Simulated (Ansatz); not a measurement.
Computed properties of MnAu2

MnAu2:
```xyz
3
Lattice="-1.6701 1.6701 4.3026 1.6701 -1.6701 4.3026 1.6701 1.6701 -4.3026" Properties=species:S:1:pos:R:3 pbc="T T T"
Mn     0.0000     0.0000     0.0000
Au     0.0000     0.0000     2.9180
Au     0.0000     0.0000     5.6871
```
The run is spin-polarised; directions of the spins, atom by atom: ↑ 0 0.

Space group I4/mmm (No. 139), MoSi2 or CaC2 type; conventional cell a = b = 3.3401 Å, c = 8.6051 Å, α = β = γ = 90.00°.

Method: PBEsol in the plane-wave PAW code Ansatz. Geometry: relaxed at this level of theory. Other levels are named where they apply.

**Cell and energy**

```
Quantity                                                        Value
-----------------------------------------------------  --------------
Volume per atom                                              16.00 Å³
Density                                                   15.53 g/cm³
Formation energy from the elements (no fitted shifts)  -0.034 eV/atom
```

**Electronic structure**

```
Quantity                                                                     Value
------------------------------------  --------------------------------------------
Electronic character                                             metallic (no gap)
Density of states at the Fermi level  0.31 states/eV per atom (mean over ±0.08 eV)
```

**Magnetism**

```
Item                      Result
--------------  ----------------
Magnetic order     ferromagnetic
Net moment      1.32 μB per atom
```

**Mechanics**

```
Quantity                             Result
----------------------------------  -------
Bulk modulus (Birch–Murnaghan fit)  153 GPa
Pressure derivative B′                  5.6
```

The workflow started from an entry of the Crystallography Open Database (COD). Its standing as an ambient phase is unchecked. The PBEsol relaxation kept the symmetry of its start; whether a distortion lowers the energy is not shown. Spin order of the final state: ferromagnetic, chosen from 4 collinear starts compared on coarse meshes (ties went to the first, and starts can fall back to one state), not a proven ground state. Axis ratios of metals converge slowly with the k-mesh, so a and c are less sure than the volume. The references are the lowest solids computed at this level, not always the standard phases. Spin–orbit coupling is left out wherever it is not named.

Potentials: the later of the program's two PAW sets.
